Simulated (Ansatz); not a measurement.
## Computed properties of Nb₃Cl₈

Nb$_{3}$Cl$_{8}$:
```yaml
crystal:
  lattice:
    - [6.62185, 0.00000, 0.00000]
    - [-3.31093, 5.73469, 0.00000]
    - [0.00000, 0.00000, 11.91953]
  atoms:
    - { symbol: Nb, position: [0.52669, 0.05338, 0.24578] }
    - { symbol: Nb, position: [0.47331, 0.94662, 0.75422] }
    - { symbol: Nb, position: [0.94662, 0.47331, 0.24578] }
    - { symbol: Nb, position: [0.05338, 0.52669, 0.75422] }
    - { symbol: Nb, position: [0.52669, 0.47331, 0.24578] }
    - { symbol: Nb, position: [0.47331, 0.52669, 0.75422] }
    - { symbol: Cl, position: [0.66667, 0.33333, 0.09593] }
    - { symbol: Cl, position: [0.33333, 0.66667, 0.90407] }
    - { symbol: Cl, position: [0.33333, 0.66667, 0.35700] }
    - { symbol: Cl, position: [0.66667, 0.33333, 0.64300] }
    - { symbol: Cl, position: [0.67298, 0.83649, 0.13414] }
    - { symbol: Cl, position: [0.32702, 0.16351, 0.86586] }
    - { symbol: Cl, position: [0.16351, 0.83649, 0.13414] }
    - { symbol: Cl, position: [0.83649, 0.16351, 0.86586] }
    - { symbol: Cl, position: [0.16351, 0.32702, 0.13414] }
    - { symbol: Cl, position: [0.83649, 0.67298, 0.86586] }
    - { symbol: Cl, position: [0.33546, 0.16773, 0.38178] }
    - { symbol: Cl, position: [0.66454, 0.83227, 0.61822] }
    - { symbol: Cl, position: [0.83227, 0.16773, 0.38178] }
    - { symbol: Cl, position: [0.16773, 0.83227, 0.61822] }
    - { symbol: Cl, position: [0.83227, 0.66454, 0.38178] }
    - { symbol: Cl, position: [0.16773, 0.33546, 0.61822] }
```

Space group P-3m1 (No. 164); conventional cell a = b = 6.622 Å, c = 11.920 Å, α = β = 90.00°, γ = 120.00°.

Method: plane-wave PAW LDA (Ansatz code). Structure relaxed to zero pressure with the same functional. Other levels are named where they apply.

### Cell and energy

| Quantity | Value |
|---|---|
| Volume per atom | 20.57 Å³ |
| Density | 4.13 g/cm³ |
| Formation energy from the elements (no fitted shifts) | -1.37 eV/atom |

### Electronic structure

| Property | Result |
|---|---|
| Electronic character | metallic (no gap) |
| Density of states at the Fermi level | 0.88 states/eV per atom (mean over ±0.08 eV) |

### Mechanics

| Item | Result |
|---|---|
| Elastic constants (relaxed ions, GPa) | C11 = 116, C12 = 33.8, C13 = 11.5, C14 = 1.5, C33 = 33.7, C44 = 8.0 |
| Mechanical stability | stable (all eigenvalues of C positive) |
| Hill bulk and shear moduli | 35.0 and 19.7 GPa |
| Young's modulus | 49.8 GPa |
| Poisson's ratio | 0.26 |
| Debye temperature from the elastic constants | 264 K |

### Phonons

| Property | Result |
|---|---|
| Highest zone-centre frequency | 415 cm⁻¹ |
| Zone-centre stability | no imaginary mode at Γ |

The first step of the workflow began from a Materials Project structure, measured or hypothetical; the Crystallography Open Database copy checked does not list it. Its standing as an ambient phase is unchecked. The cell was relaxed with LDA under the symmetry of its start. No spin polarisation was allowed. A crystal of weakly bound layers computed without a dispersion correction: the cell and the soft elastic constants depend strongly on that. As this level gives no gap, shear constants depend on the k-mesh and smearing (Fermi–Dirac, 0.1 eV here). As this level gives no gap, phonon frequencies hold no LO–TO term and depend on the k-mesh and smearing (Fermi–Dirac, 0.1 eV here). The references are the lowest solids computed at this level, not always the standard phases (solids in place of the gases). Scalar-relativistic: spin–orbit coupling is off unless named, which matters more the heavier the elements.

Potentials: the earlier of the program's two PAW sets. The files were generated under PBE; for other functionals the program regenerates the frozen cores, and for LDA and PBEsol the local potential too.
